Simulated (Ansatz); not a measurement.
Before relaxation, clean slab, lower planes held (Zr, P6_3/mmc (No. 194), (0 0 1) face):

```xyz
16
Lattice="6.3710 0.0000 0.0000 -3.1855 5.5175 0.0000 0.0000 0.0000 23.6651" Properties=species:S:1:pos:R:3 pbc="T T T"
Zr    1.5928    0.9196    8.0000
Zr    0.0000    3.6783    8.0000
Zr    4.7783    0.9196    8.0000
Zr    3.1855    3.6783    8.0000
Zr    0.0000    1.8392   10.5550
Zr   -1.5928    4.5979   10.5550
Zr    3.1855    1.8392   10.5550
Zr    1.5928    4.5979   10.5550
Zr    1.5928    0.9196   13.1101
Zr    0.0000    3.6783   13.1101
Zr    4.7783    0.9196   13.1101
Zr    3.1855    3.6783   13.1101
Zr    0.0000    1.8392   15.6651
Zr   -1.5928    4.5979   15.6651
Zr    3.1855    1.8392   15.6651
Zr    1.5928    4.5979   15.6651
```

All numbers below come from DFT PBE+D3(BJ), scalar-relativistic, plane waves, PAW in Ansatz. Plane waves to 420 eV, a k mesh through Γ of 4×4×1 on the computed 16-atom cell and Gaussian smearing (0.10 eV); no spin polarisation. The cell repeats along c with a dipole correction in the vacuum.

Atoms 1, 2, 3, 4, 5, 6, 7, 8 (counted from 1) are held. The cell is fixed. Force threshold 0.03 eV/Å.

| step | E − E_final (eV) | largest force (eV/Å) |
| --- | --- | --- |
| 1 | 0.126 | 0.579 |
| 2 | 0.093 | 0.574 |
| 3 | 0.001 | 0.037 |
| 4 | 0.000 | 0.004 |

Question: What is the final structure?

Answer:
```yaml
crystal:
  lattice:
    - [6.37101, 0.00000, 0.00000]
    - [-3.18550, 5.51746, 0.00000]
    - [0.00000, 0.00000, 23.66513]
  atoms:
    - { symbol: Zr, position: [0.33333, 0.16667, 0.33805] }
    - { symbol: Zr, position: [0.33333, 0.66667, 0.33805] }
    - { symbol: Zr, position: [0.83333, 0.16667, 0.33805] }
    - { symbol: Zr, position: [0.83333, 0.66667, 0.33805] }
    - { symbol: Zr, position: [0.16667, 0.33333, 0.44602] }
    - { symbol: Zr, position: [0.16667, 0.83333, 0.44602] }
    - { symbol: Zr, position: [0.66667, 0.33333, 0.44602] }
    - { symbol: Zr, position: [0.66667, 0.83333, 0.44602] }
    - { symbol: Zr, position: [0.33333, 0.16667, 0.55733] }
    - { symbol: Zr, position: [0.33333, 0.66667, 0.55733] }
    - { symbol: Zr, position: [0.83333, 0.16667, 0.55733] }
    - { symbol: Zr, position: [0.83333, 0.66667, 0.55733] }
    - { symbol: Zr, position: [0.16667, 0.33333, 0.66048] }
    - { symbol: Zr, position: [0.16667, 0.83333, 0.66048] }
    - { symbol: Zr, position: [0.66667, 0.33333, 0.66048] }
    - { symbol: Zr, position: [0.66667, 0.83333, 0.66048] }
```